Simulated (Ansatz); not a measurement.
Put LiCa₄ScBi₂ in P4/mmm (No. 123): Li on 1b; Ca on 4i; Sc on 1d; Bi on 1a and 1c. A trial structure of LiCa₄ScBi₂ was built thus: ordered mixture on the second sites of caesium chloride (occupants of the shared sites, in ratio, Bi: 2, Li: 1, Sc: 1).

All numbers below come from DFT PBE, scalar-relativistic, plane waves, PAW in Ansatz. Cutoff 420 eV, Γ-centred mesh, Gaussian smearing, collinear spin.

Formation energies are uncorrected and refer to the elements' standard structures at the same level.

Problem. Which cell and coordinates does it relax to?

Solution.

Space group P4/mmm (No. 123). a = 5.991 Å, b = 5.991 Å, c = 6.905 Å, α = 90.00°, β = 90.00°, γ = 90.00°
```csv
atom,site,symmetry,x,y,z
Li,1b,4/mmm,0.0000,0.0000,0.5000
Ca,4i,2mm.,0.5000,0.0000,0.7642
Sc,1d,4/mmm,0.5000,0.5000,0.5000
Bi,1a,4/mmm,0.0000,0.0000,0.0000
Bi,1c,4/mmm,0.5000,0.5000,0.0000
```

Li is surrounded by 2 Bi at 3.45 Å, 8 Ca at 3.51 Å and 4 Sc at 4.24 Å; Ca has 1 Ca at 3.26 Å, 4 Bi at 3.41 Å, 2 Li at 3.51 Å, 2 Sc at 3.51 Å, 1 Ca at 3.65 Å and 4 Ca at 4.24 Å; Sc is surrounded by 2 Bi at 3.45 Å, 8 Ca at 3.51 Å and 4 Li at 4.24 Å; Bi on its first site is surrounded by 8 Ca at 3.41 Å, 2 Li at 3.45 Å and 4 Bi at 4.24 Å; 1 more site not described. Another local minimum with the same sites may exist.

Problem. Where does its energy lie, and is it a metal?

Solution. The formation energy is −0.31 eV/atom and the gap on the 6×6×6 mesh of the 8-atom cell is 0 eV (a metal). The net moment per atom is 0.07 μB and the moment by site is Sc 0.2 μB. It lies below the elements, which doesn't yet make it stable against other compounds or structures.

The last run used collinear spin and Gaussian smearing of 0.10 eV. Spin–orbit coupling, which can matter for Bi, is left out. Another magnetic order may lie lower. Symmetry constrained the relaxation, so the result can be a saddle point. Site moments count only spheres around the atoms; the net moment includes the space between them.
